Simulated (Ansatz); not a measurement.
La2O3:
```
CELL_PARAMETERS angstrom
      3.93521     0.00000     0.00000
     -1.96760     3.40799     0.00000
      0.00000     0.00000     6.12641
ATOMIC_POSITIONS crystal
  La 0.33333 0.66667 0.24613
  La 0.66667 0.33333 0.75387
  O  0.00000 0.00000 0.00000
  O  0.33333 0.66667 0.64612
  O  0.66667 0.33333 0.35388
```

Relaxed with r²SCAN.

### Question
Give the optical modes at the zone centre with their infrared and Raman activity from DFPT, plane-wave PAW r²SCAN (Ansatz code).

### Answer
Transverse frequencies, without the LO–TO term; a row sums one degenerate level.

```
ω (cm⁻¹)  degeneracy  IR ((D/Å)²/amu)  Raman (Å⁴/amu)  activity  symmetry
--------  ----------  ---------------  --------------  --------  --------
102                2             0.00             3.0     Raman        Eg
186                2            48.50               0        IR        Eu
189                1             0.00             5.2     Raman       A1g
190                1            30.55               0        IR       A2u
358                2            31.41               0        IR        Eu
391                2             0.00             110     Raman        Eg
392                1             0.00              50     Raman       A1g
441                1             2.26               0        IR       A2u
```

### Question
How high does the top mode go among those that the LO–TO term moves?

### Answer
558 cm⁻¹ for q along x, 558 cm⁻¹ for q along y, 512 cm⁻¹ for q along z.

Space group P-3m1 (La2O3 or Ni2Al3 type). The r²SCAN relaxation kept the symmetry of its start; phonons on a q-mesh show no instability. Scalar-relativistic: spin–orbit coupling is off unless named, which matters more the heavier the elements.

Potentials: the later of the program's two PAW sets.
